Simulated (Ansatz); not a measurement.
The end point of a relaxation of As. Space group R-3m (No. 166). Method: PBE (plane waves to 420 eV, PAW, scalar-relativistic; Ansatz, a program for electronic structure).

```cif
data_As6
_chemical_formula_sum 'As6'
_space_group_name_H-M_alt 'R-3m :H'
_space_group_IT_number 166
_space_group_name_Hall '-R 3 2"'
_cell_length_a 4.65735
_cell_length_b 4.65735
_cell_length_c 8.02034
_cell_angle_alpha 90.000
_cell_angle_beta 90.000
_cell_angle_gamma 120.000
loop_
_atom_site_label
_atom_site_type_symbol
_atom_site_symmetry_multiplicity
_atom_site_Wyckoff_symbol
_atom_site_fract_x
_atom_site_fract_y
_atom_site_fract_z
_atom_site_occupancy
As1 As 6 c 0.00000 0.00000 0.34390 1
```
(The calculation used a cell of 2 atoms; values per cell refer to that cell.)

### Question
Predict the band gap from PBE.

### Answer
No gap on the sampled points, where the bands overlap only slightly; such a result is sensitive to mesh and level.

No spin polarisation in the result.

The run could not lose the symmetry of its start.
